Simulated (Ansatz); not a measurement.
# Two-dimensional strain map in Pb

All numbers below come from Ansatz, DFT PBEsol, scalar-relativistic, plane waves, PAW. Settings: plane waves to 420 eV, k-mesh 18×18×18 (Γ-centred), Gaussian smearing 0.15 eV. Spin–orbit coupling is left out, which can shift energies with elements as heavy as these. No spin polarisation. Energies are free energies at this smearing, counted from the undisturbed cell; pressure is positive in compression.

Zero of the scan (as given, not relaxed at this level; it stands at -1.6 GPa; this bcc form isn't the usual structure):

```xyz
1
Lattice="-1.9797 1.9797 1.9797 1.9797 -1.9797 1.9797 1.9797 1.9797 -1.9797" Properties=species:S:1:pos:R:3 pbc="T T T"
Pb    0.0000    0.0000    0.0000
```

The cell is strained by p along both x and y and by q along z, fractional coordinates fixed. Points are written (p, q).

Energy above the undisturbed cell in meV/atom (a dash: not computed):

```csv
p \ q,-0.050,-0.025,0.000,0.050
-0.050,60.2,32.1,?,-13.9
0.000,-8.3,–,0.0,20.8
0.050,12.1,–,?,118.4
```

Q: Fill in the withheld energies.

A: (-0.050, 0.000): 10.9; (0.050, 0.000): 61.1.